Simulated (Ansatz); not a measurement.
**LiAgC2: what symmetry allows forces and stress to be**

```
Li Ag C
1.0
     3.82524    0.00000    0.00000
    -1.91262    3.31276    0.00000
     0.00000    0.00000    4.85078
Li Ag C
1 1 2
Cartesian
  0.0000 0.0000 2.4254
  1.9126 1.1043 0.0000
  1.9126 1.1043 3.0680
  1.9126 1.1043 1.7828
```

Level of theory: Ansatz 0.2.0, DFT PBE, scalar-relativistic, plane waves, PAW.

Plane waves to 420 eV, a k mesh through Γ of 9×9×6 on the computed 4-atom cell and Gaussian smearing (0.02 eV); no spin polarisation.

This distorted cell has space group P-6m2, with 12 operations.

Problem. Without a calculation: in which directions can each atom feel a force?

Solution. A force must be left unchanged by every operation that keeps its atom in place, so it lies in the space that those operations leave fixed. Atoms that the group maps onto each other feel forces of one size.
```csv
atom,site symmetry,operations at the site,equivalent to atom,allowed force (Cartesian)
Li1,-6m2,12,1,none
Ag2,-6m2,12,2,none
C3,3m.,6,3,"along (0.00, 0.00, 1.00)"
C4,3m.,6,3,"along (0.00, 0.00, 1.00)"
```

That leaves 1 independent force component of 12. A relaxation in this cell that keeps the symmetry moves the atoms in these directions alone.

Problem. And the stress tensor?

Solution. It must be invariant under the point group, which leaves 2 independent components: yz, xz, xy vanish; xx = yy.

Problem. Do the computed values obey this?

Solution. Yes. Forces (eV/Å):
```
Li1  0.000  0.000  0.000
Ag2  0.000  0.000  0.000
C3   0.000  0.000 -8.284
C4   0.000  0.000  8.284
```

Stress (GPa, compression positive, xx yy zz yz xz xy): 0.91 0.91 51.78 0.00 0.00 0.00. The program imposes the same operations on density, forces and stress, so this confirms the analysis and is no independent test of the calculation.